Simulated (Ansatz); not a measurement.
A distorted cell of Cu (fcc, Cu type):

```
CELL_PARAMETERS angstrom
      0.00000     1.85070     1.81369
      1.85070     0.00000     1.81369
      1.85070     1.85070     0.00000
ATOMIC_POSITIONS crystal
  Cu 0.00000 0.00000 0.00000
```

Computed with PBE (plane waves to 420 eV, PAW, scalar-relativistic; Ansatz, an electronic-structure program). k mesh 22×22×22 (Γ-centred), Fermi-Dirac smearing 0.05 eV. E stands for the smeared free energy. Compression counts positive. With partly filled bands, the response to shear is sensitive to the k mesh, so small differences along c/a are uncertain. Cu is run without spin polarisation. Cu was relaxed with its symmetry unable to fall. The PAW data are Ansatz's earlier set.

### Question
Give the stress tensor in GPa and the pressure.

### Answer
```
   -5.3      0.0      0.0
    0.0     -5.3      0.0
    0.0      0.0     -4.4
```
The pressure, a third of the trace, is -5.0 GPa.

### Question
It is the relaxed cell deformed to V/V₀ = 1.040, (c/a)/(c/a)₀ = 0.980, c along z, fractional positions held. What is its energy relative to the relaxed cell?

### Answer
8 meV/atom.

(Under strain, the slope of the energy per volume gives the stress and its curvature an elastic modulus.)
